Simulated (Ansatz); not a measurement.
**Computed properties of C**

C:
```
CELL_PARAMETERS angstrom
      2.50538     0.00000     0.00000
     -1.25269     2.16972     0.00000
      0.00000     0.00000     8.26459
ATOMIC_POSITIONS crystal
  C  0.00000 0.00000 0.59295
  C  0.00000 0.00000 0.40705
  C  0.00000 0.00000 0.09295
  C  0.00000 0.00000 0.90705
  C  0.33333 0.66667 0.34446
  C  0.66667 0.33333 0.65554
  C  0.66667 0.33333 0.84446
  C  0.33333 0.66667 0.15554
```

Space group P6_3/mmc (No. 194); conventional cell a = 2.5054 Å, b = 2.5054 Å, c = 8.2646 Å, α = 90.00°, β = 90.00°, γ = 120.00°.

Method: DFT-PBEsol in the program Ansatz with PAW potentials. The cell and atoms are relaxed at this level. Other levels are named where they apply.

**Cell and energy**

```yaml
volume_per_atom: 5.62 Å³
density: 3.55 g/cm³
```

**Electronic structure**

```yaml
band_gap: 4.44 eV (indirect)
valence_band_maximum: at Γ
conduction_band_minimum: on the Γ–M line, 83 % of the way from Γ (6 equivalent valleys)
smallest_direct_gap_on_the_standard_path: 5.27 eV
electron_effective_mass: 0.20, 1.8, 1.8 mₑ (principal values)
Hole effective mass, band 1 of 2 at the edge: 0.77 along x, 0.68 along z (mₑ)
Hole effective mass, band 2 of 2 at the edge: 0.28 along x, 0.68 along z (mₑ)
HSE06 gap on the PBEsol cell: 5.73 eV
```

**Mechanics**

```yaml
Bulk modulus (Birch–Murnaghan fit): 450 GPa
Pressure derivative B′: 3.7
Elastic constants (relaxed ions, GPa): C11 = 1200, C12 = 108, C13 = 41.8, C33 = 1280, C44 = 480
mechanical_stability: stable (all eigenvalues of C positive)
hill_bulk_and_shear_moduli: 450 and 531 GPa
Young's modulus: 1140 GPa
Poisson's ratio: 0.08
debye_temperature_from_the_elastic_constants: 2230 K
```

**Dielectric response**

```yaml
Electronic dielectric constant ε∞ (DFPT): 5.78 (xx = yy), 6.00 (zz)
```

**Phonons**

```yaml
highest_zone_centre_frequency: 1316 cm^-1
zone_centre_stability: no imaginary mode at Γ
dynamical_stability_on_the_path: stable (no imaginary branch)
zero_point_energy: 180.7 meV/atom
Vibrational entropy at 300 K: 2.5 J/(K·mol of atoms)
```

The first step of the workflow began from a Materials Project structure, measured or hypothetical. Its sites differ from those of the usual phase in this space group: another stacking or structure type. The cell was relaxed with PBEsol under the symmetry of its start.

Potentials: the later of the program's two PAW sets.
